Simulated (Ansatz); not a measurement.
## SnRhCl: reading a single point

```
Rh Sn Cl
1.0
     4.18129    0.00000    0.00000
     0.00000    3.67954    0.00000
     0.00000    0.00000    8.52984
Rh Sn Cl
2 2 2
Cartesian
  0.0000 1.8398 0.8274
  2.0906 0.0000 7.7024
  0.0000 0.0000 7.8219
  2.0906 1.8398 0.7080
  0.0000 0.0000 2.6016
  2.0906 1.8398 5.9282
```

Method: r2SCAN, no spin polarisation; PAW, plane waves to 500 eV, 8×9×4 Γ-centred mesh, fermi-dirac occupations (width 0.1 eV) (Ansatz 0.2.0), atoms fixed.

Electronic structure: It is a metal, with about 1.6 states/eV a cell as the mean within 0.25 eV of the Fermi level, mostly Rh d (35 %), Sn p (35 %) and Cl p (16 %).
Formation energy: 1.30 eV an atom against the elements' usual phases (free molecules for gases, crystals otherwise, with no correction for O₂ or N₂), so at this geometry it isn't bound against them. Relaxing would lower it.
Contacts: Rh–Sn at 2.09 Å: least valence density 1.01 e/Å³ and ELF 0.27 there. Cl–Rh at 2.56 Å: least valence density 0.37 e/Å³ and ELF 0.14 there. Both are smooth PAW fields, read partly inside the augmentation spheres.
Stress: The pressure is 55.6 GPa (compression positive), so with the atoms held at these fractions the cell would first expand; the forces are large, so a full relaxation may end otherwise. The principal stresses 16.1, 26.6, 124.3 GPa differ, so its shape would change too.
Charges: Bader charges in e: Sn +1.13, Rh -0.60, Cl -0.53. In the mean Sn gives up most and Rh takes most.
Forces: The largest is on Rh1 (and as large on other atoms): 4.25 eV/Å, components (0.00, 0.00, 4.25). It makes 93° with the line to a nearest neighbour, Sn4 at 2.09 Å.

Origin: a known structure type with other elements, at an estimated volume, so it need not be a known compound. Caveats: many states at the Fermi level without spin polarisation, so a magnetic state may lie lower; atoms or cell far from equilibrium.
